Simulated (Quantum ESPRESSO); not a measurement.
# MgZn3O4: input and log of a self-consistent run

Simulated, not a measurement. The program is pw.x of Quantum ESPRESSO 7.5 (plane-wave density functional theory). The cell is made up: 8 atoms on a rocksalt lattice, with randomly drawn elements, strain and displacements, not relaxed. PseudoDojo standard norm-conserving files (v0.5 for PBE, v0.4.1 for LDA and PBEsol) set the functional; there is no spin polarisation, spin-orbit coupling or dispersion term, and the masses in the input are unused placeholders.

Input:

```
&control calculation='scf', pseudo_dir='./dojo.nc.sr.pbe.v0_5.standard.upf', outdir='./o', disk_io='low', tprnfor=.true., tstress=.true. /
&system ibrav=0, nat=8, ntyp=3, nbnd=53, ecutwfc=84.00895049, nosym=.true., tot_charge=0,
 occupations='smearing', smearing='fd', degauss=0.0018374661
/
&electrons conv_thr=7.350e-09, electron_maxstep=60, /
ATOMIC_SPECIES
Mg 1.0 Mg.upf
O 1.0 O.upf
Zn 1.0 Zn.upf
CELL_PARAMETERS angstrom
4.4753 -0.0053 -0.0216
-0.0053 4.4913 0.0293
-0.0216 0.0293 4.4179
ATOMIC_POSITIONS angstrom
Mg -0.0017 0.0416 -0.0478
Zn -0.0225 2.2366 2.2488
Zn 2.2691 0.0157 2.1405
Zn 2.2542 2.2555 -0.0112
O 2.2262 -0.1331 -0.0651
O 2.2065 2.1844 2.1839
O 4.454 -0.0232 2.2001
O 4.4896 2.2534 -0.014
K_POINTS automatic
4 4 4 1 1 1
```

The log is shortened where brackets say so; the opening notice, blank lines, dates and the lines on written files are dropped, and the path of the files is cut. It prints rydbergs, bohrs and kilobars, and counts compression as positive stress.

```
     Program PWSCF v.7.5
     Parallel version (MPI & OpenMP), running on       4 processor cores
     Number of MPI processes:                 4
     Threads/MPI process:                     1
     [start-up lines left out]
     bravais-lattice index     =            0
     lattice parameter (alat)  =       8.4572  a.u.
     unit-cell volume          =     599.2073 (a.u.)^3
     number of atoms/cell      =            8
     number of atomic types    =            3
     number of electrons       =        94.00
     number of Kohn-Sham states=           53
     kinetic-energy cutoff     =      84.0090  Ry
     charge density cutoff     =     336.0358  Ry
     scf convergence threshold =      7.3E-09
     mixing beta               =       0.7000
     number of iterations used =            8  plain     mixing
     Exchange-correlation= PBE
                           (   1   4   3   4   0   0   0)
     [axes and pseudopotential details left out]
   Cartesian axes
     site n.     atom                  positions (alat units)
         1        Mg     tau(   1) = (  -0.0003799   0.0092954  -0.0106807  )
         2        Zn     tau(   2) = (  -0.0050275   0.4997592   0.5024852  )
         3        Zn     tau(   3) = (   0.5070212   0.0035081   0.4782861  )
         4        Zn     tau(   4) = (   0.5036919   0.5039823  -0.0025026  )
         5        O      tau(   5) = (   0.4974354  -0.0297407  -0.0145463  )
         6        O      tau(   6) = (   0.4930335   0.4880953   0.4879836  )
         7        O      tau(   7) = (   0.9952283  -0.0051839   0.4916034  )
         8        O      tau(   8) = (   1.0031829   0.5035131  -0.0031282  )
     number of k points=    32  Fermi-Dirac smearing, width (Ry)=  0.0018
                       cart. coord. in units 2pi/alat
        k(    1) = (   0.1257584   0.1238799   0.1264189), wk =   0.0625000
        k(    2) = (   0.1269789   0.1222291   0.3796871), wk =   0.0625000
     [further k points left out]
     Dense  grid:    62325 G-vectors     FFT dimensions: (  50,  50,  50)
     Estimated max dynamical RAM per process >     138.78 MB
     Estimated total dynamical RAM >     509.49 MB
     Initial potential from superposition of free atoms
     starting charge      93.9988, renormalised to      94.0000
     Starting wfcs are   51 randomized atomic wfcs +    2 random wfcs
     total cpu time spent up to now is        1.4 secs
     per-process dynamical memory:   100.6 Mb
     Self-consistent Calculation
     iteration #  1     ecut=    84.01 Ry     beta= 0.70
     Davidson diagonalization with overlap
     ethr =  1.00E-02,  avg # of iterations =  3.0
     total cpu time spent up to now is        3.9 secs
     total energy              =   -1504.75981406 Ry
     estimated scf accuracy    <       1.74441933 Ry
     iteration #  2     ecut=    84.01 Ry     beta= 0.70
     Davidson diagonalization with overlap
     ethr =  1.86E-03,  avg # of iterations =  3.0
     total cpu time spent up to now is        6.7 secs
     total energy              =   -1505.13464990 Ry
     estimated scf accuracy    <       2.70859405 Ry
     iteration #  3     ecut=    84.01 Ry     beta= 0.70
     Davidson diagonalization with overlap
     ethr =  1.86E-03,  avg # of iterations =  2.0
     total cpu time spent up to now is        9.3 secs
     total energy              =   -1505.62242653 Ry
     estimated scf accuracy    <       0.01280741 Ry
     iteration #  4     ecut=    84.01 Ry     beta= 0.70
     Davidson diagonalization with overlap
     ethr =  1.36E-05,  avg # of iterations =  5.9
     total cpu time spent up to now is       12.8 secs
     total energy              =   -1505.62504995 Ry
     estimated scf accuracy    <       0.03740706 Ry
     iteration #  5     ecut=    84.01 Ry     beta= 0.70
     Davidson diagonalization with overlap
     ethr =  1.36E-05,  avg # of iterations =  2.5
     total cpu time spent up to now is       15.5 secs
     total energy              =   -1505.62898376 Ry
     estimated scf accuracy    <       0.00327592 Ry
     iteration #  6     ecut=    84.01 Ry     beta= 0.70
     Davidson diagonalization with overlap
     ethr =  3.49E-06,  avg # of iterations =  2.8
     total cpu time spent up to now is       18.0 secs
     total energy              =   -1505.62907573 Ry
     estimated scf accuracy    <       0.00038681 Ry
     iteration #  7     ecut=    84.01 Ry     beta= 0.70
     Davidson diagonalization with overlap
     ethr =  4.11E-07,  avg # of iterations =  2.5
     total cpu time spent up to now is       20.7 secs
     total energy              =   -1505.62917493 Ry
     estimated scf accuracy    <       0.00002786 Ry
     iteration #  8     ecut=    84.01 Ry     beta= 0.70
     Davidson diagonalization with overlap
     ethr =  2.96E-08,  avg # of iterations =  2.0
     total cpu time spent up to now is       23.1 secs
     total energy              =   -1505.62917653 Ry
     estimated scf accuracy    <       0.00001121 Ry
     iteration #  9     ecut=    84.01 Ry     beta= 0.70
     Davidson diagonalization with overlap
     ethr =  1.19E-08,  avg # of iterations =  2.0
     total cpu time spent up to now is       25.5 secs
     total energy              =   -1505.62917817 Ry
     estimated scf accuracy    <       0.00000031 Ry
     iteration # 10     ecut=    84.01 Ry     beta= 0.70
     Davidson diagonalization with overlap
     ethr =  3.33E-10,  avg # of iterations =  2.1
     total cpu time spent up to now is       28.1 secs
     total energy              =   -1505.62917826 Ry
     estimated scf accuracy    <       0.00000002 Ry
     iteration # 11     ecut=    84.01 Ry     beta= 0.70
     Davidson diagonalization with overlap
     ethr =  2.53E-11,  avg # of iterations =  2.0
     total cpu time spent up to now is       30.6 secs
     End of self-consistent calculation
     [lines on levels left out]
!    total energy              =   -1505.62917826 Ry
     estimated scf accuracy    <          3.0E-09 Ry
     smearing contrib. (-TS)   =      -0.00000000 Ry
     internal energy E=F+TS    =   -1505.62917826 Ry
     The total energy is F=E-TS. E is the sum of the following terms:
     one-electron contribution =    -964.24072085 Ry
     hartree contribution      =     515.39949606 Ry
     xc contribution           =    -184.26114246 Ry
     ewald contribution        =    -872.52681100 Ry
     convergence has been achieved in  11 iterations
     Forces acting on atoms (cartesian axes, Ry/au):
     atom    1 type  1   force =     0.00444453   -0.01427283    0.00627137
     atom    2 type  3   force =     0.00472801    0.00606012   -0.00606412
     atom    3 type  3   force =    -0.00553350   -0.00286430    0.00336985
     atom    4 type  3   force =    -0.00395574    0.00366391   -0.00013027
     atom    5 type  2   force =     0.00455466    0.02050843    0.00726207
     atom    6 type  2   force =     0.00445322   -0.00217548    0.00036193
     atom    7 type  2   force =    -0.00242492    0.00504673   -0.00980155
     atom    8 type  2   force =    -0.00626626   -0.01596658   -0.00126929
     Total force =     0.037147     Total SCF correction =     0.000098
     Computing stress (Cartesian axis) and pressure
          total   stress  (Ry/bohr**3)                   (kbar)     P=     -121.96
  -0.00084951   0.00001623   0.00005857         -124.97        2.39        8.62
   0.00001623  -0.00080407  -0.00008559            2.39     -118.28      -12.59
   0.00005857  -0.00008559  -0.00083364            8.62      -12.59     -122.63
     init_run     :      1.25s CPU      1.33s WALL (       1 calls)
     electrons    :     28.77s CPU     29.20s WALL (       1 calls)
     forces       :      0.47s CPU      0.47s WALL (       1 calls)
     stress       :      1.43s CPU      1.43s WALL (       1 calls)
     [timing details left out]
     PWSCF        :     32.02s CPU     32.54s WALL
     JOB DONE.
```

In other units: free energy -20485.129 eV for the cell, pressure -12.20 GPa, largest force component 0.527 eV/Å. A rerun of this cell at 1437 eV and a 6 x 6 x 6 mesh moved values by no more than 0.002 eV in energy, 0.04 GPa in stress and 0.003 eV/Å in force.